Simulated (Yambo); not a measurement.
Quantum ESPRESSO input (LDA, PseudoDojo standard norm-conserving files, scalar-relativistic) whose wavefunctions are converted with p2y:

```
&CONTROL
  calculation = 'nscf'
  pseudo_dir = './pseudo'
  outdir = './out'
/
&SYSTEM
  ibrav = 0
  nat = 10
  ntyp = 4
  ecutwfc = 84.0
  ecutrho = 336.0
  occupations = 'fixed'
  force_symmorphic = .true.
  nbnd = 218
/
&ELECTRONS
  conv_thr = 1e-08
  diago_full_acc = .true.
  diago_thr_init = 1e-08
/
ATOMIC_SPECIES
Li 6.9400 Li.upf
F 18.9984 F.upf
K 39.0983 K.upf
Sc 44.9559 Sc.upf
CELL_PARAMETERS angstrom
  0.000000000000   4.144805000000   4.144805000000
  4.144805000000   0.000000000000   4.144805000000
  4.144805000000   4.144805000000   0.000000000000
ATOMIC_POSITIONS crystal
Li   0.500000000000   0.500000000000   0.500000000000
F   0.245590000000   0.245590000000   0.754410000000
F   0.754410000000   0.754410000000   0.245590000000
F   0.754410000000   0.245590000000   0.245590000000
F   0.245590000000   0.754410000000   0.754410000000
F   0.245590000000   0.754410000000   0.245590000000
F   0.754410000000   0.245590000000   0.754410000000
K   0.250000000000   0.250000000000   0.250000000000
K   0.750000000000   0.750000000000   0.750000000000
Sc   0.000000000000   0.000000000000   0.000000000000
K_POINTS automatic
1 1 1 0 0 0
```

Yambo's initialisation report on symmetry, reciprocal space, the k grid and the gaps on this mesh:

```
  [02.02] Symmetries
  ==================

  Inversion symmetry    : yes
  Spatial inversion     : yes
  Inversion index       :  25
  K-space Time-reversal : no
  Magnetic symmetries   : no
  Group table correct   : yes
  Symmetries units      :  [cc]

  [02.03] Reciprocal space
  ========================

  nG shells         :   698
  nG charge         :   99965
  nG WFs            :  12387
  nC WFs            :  12387
  G-vecs. in first 69 shells:  [ Number ]
     1    9   15   27   51   59   65   89  113
    137   169   181   229   259   283   307   331   339
    387   411   459   531   537   561   609   645   701
    725   749   821   869   893   941   965  1037  1067
   1139  1211  1243  1291  1363  1411  1459  1471  1591
   1639  1687  1759  1807  1837  1893  1917  1989  2085
   2109  2133  2229  2277  2397  2421  2445  2565  2637
   2685  2733  2741  2837  2891  2975
  ...
  Shell energy in first 69 shells:  [ mHa ]
    0.00000      241.315      321.754      643.508      884.823      965.262      1287.02      1528.33      1608.77
    1930.52      2171.84      2574.03      2815.35      2895.78      3217.54      3458.85      3539.29      3861.05
    4102.36      4182.80      4504.55      4745.87      5148.06      5389.38      5469.82      5791.57      6032.89
    6113.32      6435.08      6676.39      6756.83      7078.59      7319.90      7722.09      7963.41      8043.85
    8365.60      8606.92      8687.35      9250.42      9330.86      9652.62      9893.93      10296.1      10537.4
    10617.9      10939.6      11180.9      11261.4      11583.1      11824.5      11904.9      12226.6      12468.0
    12870.2      13111.5      13191.9      13513.7      13755.0      13835.4      14157.2      14398.5      14478.9
    14800.7      15042.0      15444.2      15685.5      15765.9      16087.7
  ...

  [02.04] K-grid lattice
  ======================

  Compatible Grid is   : 0D
  K lattice UC volume  :  0.258108 [a.u.]

  IBZ K-points                                      :  1
  BZ  K-points                                      :  1

  K/Q-points units:
  rlu = crystal or reduced units; cc = cartesian coordinates; iku = interal k-units

  K [1]          [rlu]:  0.000000  0.000000  0.000000
         WF components:  12387

  [02.05] Energies & Occupations
  ==============================

  [X] === General ===
  [X] Electronic Temperature                        :  0.000000  0.000000 [eV K]
  [X] Bosonic    Temperature                        :  0.000000  0.000000 [eV K]
  [X] Finite Temperature mode                       : no
  [X] El. density                                   :  0.51962E+24 [cm-3]
  [X] Fermi Level                                   :  1.336655 [eV]

  [X] === Gaps and Widths ===
  [X] Conduction Band Min                           :  6.749406 [eV]
  [X] Valence Band Max                              :  0.000000 [eV]
  [X] Filled Bands                                  :   37
  [X] Empty Bands                                   :   38  218
  [X] Direct Gap                                    :  6.749406 [eV]
  [X] Direct Gap localized at k                     :  1
```
The gaps are LDA values on this mesh alone; only operations without fractional translations are kept.

Geometry of the Materials Project entry, not relaxed at this level.
